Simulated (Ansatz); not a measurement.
**ZrB2: Boltzmann equation against the high-temperature formula, calculated with Ansatz**

Space group P6/mmm (No. 191), 3 atoms in the cell of the first input below: a = 3.171 Å, b = 3.171 Å, c = 3.543 Å, α = 90.00°, β = 90.00°, γ = 120.00°.

The cell was built from a prototype of a structure type listed for this compound, relaxed without spin–orbit coupling to zero pressure (pressure 0.0 GPa with this functional, without spin–orbit coupling). Functional: PBE.

Input:

```yaml
crystal:
  lattice:
    - [3.1709581031, 0.0, 0.0]
    - [-1.5854790515, 2.7461302716, 0.0]
    - [0.0, 0.0, 3.5427929296]
  atoms:
    - { symbol: Zr, position: [0.0, 0.0, 0.0] }
    - { symbol: B, position: [0.3333333333, 0.6666666667, 0.5] }
    - { symbol: B, position: [0.6666666667, 0.3333333333, 0.5] }
basis:
  ecutwfc: 420
  ecutrho_ratio: 4
kpoints:
  mp_grid: { grid: [12, 12, 10] }
hamiltonian:
  xc: pbe
scf:
  occupations: { method: methfessel_paxton, width: 0.2 }
output: {}
phonons:
  supercell: [2, 2, 2]
  qpath:
    path:
      - [[0.0, 0.0, 0.0], [0.5, 0.0, 0.0], [0.33333333, 0.33333333, 0.0], [0.0, 0.0, 0.0], [0.0, 0.0, 0.5], [0.5, 0.0, 0.5], [0.33333333, 0.33333333, 0.5], [0.0, 0.0, 0.5]]
      - [[0.5, 0.0, 0.5], [0.5, 0.0, 0.0]]
      - [[0.33333333, 0.33333333, 0.5], [0.33333333, 0.33333333, 0.0]]
    npoints: 6
  electrical_resistivity: { mesh: [24, 24, 20], temperatures: [50, 100, 200, 300, 500] }
  superconductivity: { mesh: [24, 24, 20], eliashberg_equations: false }
```

```bash
ansatz run input.yaml --threads 8 --pin off --max-ram 15360MiB --backend cpu --events-out ev --progress --plain --runs-dir out
```

Time: 66 s on 8 threads of Intel(R) Xeon(R) Platinum 8259CL CPU @ 2.50GHz (Skylake/Cascade Lake), with other jobs on the host, peak memory 2.4 GiB.

λ_tr,xx from the finest mesh down: 0.115, 0.103, 0.112. The next coarser mesh moves the resistivity at 300 K by 15 % along the axis that moves most.

The run gives λ_tr,xx = 0.115 and a Drude plasma energy ħω_p,xx = 4.55 eV.

**Question.** Estimate the resistivity along x at 300 K from the high-temperature formula.

**Answer.** ħ/τ = 2π λ_tr k_B T = 0.0187 eV and ρ = 1/(ε0 ω_p² τ) = 6.72 μΩ cm. The Boltzmann solution gives 4.58 μΩ cm, so the estimate is 47 % high; λ_tr itself still moves by 11 % between the two finest meshes.

```tsv
T (K)	ρ_xx (μΩ cm)	ρ_zz (μΩ cm)	formula, xx	R_H, field along x (10⁻¹¹ m³/C)	R_H, field along z (10⁻¹¹ m³/C)
50	0.02	0.02	1.12	-291	-178
100	0.39	0.48	2.24	-281	-156
200	2.17	2.73	4.48	-254	-142
300	4.58	5.80	6.72	-241	-137
500	9.64	12.21	11.19	-236	-135
```

R_H depends on the direction of the field. At 300 K the next coarser mesh moves R_H by up to 5 %.

At 50 K the solution is 0.02 times the linear formula, and at 500 K 0.86 times. The formula is meant for temperatures above the phonon energies and for bands that vary little within k_B T.

Caveats: not converged in the fine mesh; small supercell, couplings not converged in it.
